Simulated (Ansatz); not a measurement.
**Trial structure types under relaxation**

Computed with Ansatz 0.2.0, DFT PBEsol, scalar-relativistic, plane waves, PAW. All cells share a 420 eV cutoff and Γ-centred k meshes spaced at most 0.3 Å⁻¹ (0.19 for metals, 2π included).

Each formula is placed on the named type at a guessed volume, then cell and atoms relax at zero pressure without lowering the symmetry. Keeping the type says nothing about stability against other structures or lower symmetry. Neighbours of an atom are counted within 25 % of the shortest distance of their pair. The atoms listed around a site end at a clear gap in distance instead, so their number can differ.

Spin–orbit coupling is left out.

(1) Does Pt keep the alpha-gallium type (Cmce, No. 64)?

(2) Does Pt keep the beta-tin type (I4_1/amd, No. 141)?

(3) Does Pt keep the graphite type (P6_3/mmc, No. 194)?

Answers

(1) No, it ends in I4/mmm (No. 139) with a = 3.354 Å, c = 2.702 Å. Pt is coordinated by 10 Pt at 2.70–2.73 Å and 4 Pt at 3.35 Å.

(2) Yes: a = 4.964 Å, c = 2.671 Å. Pt has 6 Pt at 2.57–2.67 Å (next Pt at 3.19 Å).

(3) No. It keeps the space group, but the neighbours change from Pt 3 Pt to Pt 4 Pt, with a = 4.301 Å, c = 4.961 Å. Pt on Wyckoff site b (2 atoms of the primitive cell) has 5 Pt at 2.48 Å; Pt on Wyckoff site d (2 atoms of the primitive cell) has 3 Pt at 2.48 Å.